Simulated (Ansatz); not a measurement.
A geometry of AlNi away from equilibrium: step 2 of the relaxation of a relaxed AlNi cell, doubled along one cell vector, shaken by Gaussian noise of σ = 0.08 Å a coordinate. All values below come from r2SCAN (plane waves to 500 eV, PAW, scalar-relativistic; Ansatz, an electronic-structure program). Γ-centred k-mesh 14×14×7 on the run's cell (coarser than for final values), Fermi–Dirac smearing 0.05 eV.

```xyz
4
Lattice="1.3361 0.7637 3.8601 -1.3532 0.7634 3.8662 -0.0177 -3.1287 7.7413" Properties=species:S:1:pos:R:3:forces:R:3 pbc="T T T" free_energy=-12772.900 pressure_GPa=2.7
Al     0.0739    -0.0162    -0.0453   -0.5271    0.4241    0.2416
Al    -0.0475    -1.5255     3.8311    0.3436   -0.5135    0.1143
Ni    -0.0485    -0.0566     5.7029    0.2548    0.3483    0.5171
Ni     0.0152    -1.5470     9.7379   -0.0713   -0.2588   -0.8730
```

Positions in Å, forces in eV/Å, free energy of the cell in eV (comparable only within this code, potentials and settings). Largest force: 0.91 eV/Å, on Ni4 (atoms numbered as listed); the geometry lies 0.03 eV/atom above the end of its relaxation.

No spin polarisation in the result. A magnetic state may lie lower.

The end of the path is a generated cell of AlNi: the first start was made by placing the elements on the sites of a structure type, and the end was not matched to a known phase here, so it may be hypothetical. Known forms of AlNi include space group No. 221.
